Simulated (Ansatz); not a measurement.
Method: Ansatz, DFT PBE, scalar-relativistic, plane waves, PAW, and for the lanthanide a 4f-in-core norm-conserving potential. Settings: cutoff 770 eV, Γ-centred meshes spaced at most about 0.3 Å⁻¹, and about 0.25 Å⁻¹ or finer for metals (2π included), Gaussian smearing. No spin polarisation in the final relaxations.

All energies are static (0 K, no zero-point motion).

Two forms of ErH were relaxed alike.

1.

Space group P6_3/mmc (No. 194). a = 3.595 Å, b = 3.595 Å, c = 5.350 Å, α = 90.00°, β = 90.00°, γ = 120.00°
```
atom  site  symmetry       x       y       z
  Er    2c      -6m2  0.3333  0.6667  0.2500
   H    2a      -3m.  0.0000  0.0000  0.0000
```

2.

Space group P6_3/mmc (No. 194). a = 3.276 Å, b = 3.276 Å, c = 6.405 Å, α = 90.00°, β = 90.00°, γ = 120.00°
```
atom  site  symmetry       x       y       z
  Er    2a      -3m.  0.0000  0.0000  0.0000
   H    2c      -6m2  0.3333  0.6667  0.2500
```

**Question.** Which form is favoured at zero pressure, and by what margin per atom?

**Answer.** Cell 1 is lower, by 213 meV/atom. Cell 1 has the anti-nickel arsenide type, space group P6_3/mmc (No. 194), 15.0 Å³/atom and no gap on its mesh; cell 2 has space group P6_3/mmc (No. 194), 14.9 Å³/atom and no gap. Counting H atoms around Er (those within 1.25 times the shortest such distance or 1.15 times the sum of covalent radii, 1.27 where that leaves under three), cell 1 and cell 2 both have Er 6. Both come from invented guesses. A third cell relaxed alike, in F-43m, lies 55 meV/atom below the lower of the two.

With hydrogen, zero-point motion can shift such differences by 10 meV/atom or more. Cells relaxed within their symmetry can be saddle points.

The lanthanide is trivalent by construction, without f bands, f moments or other valences.
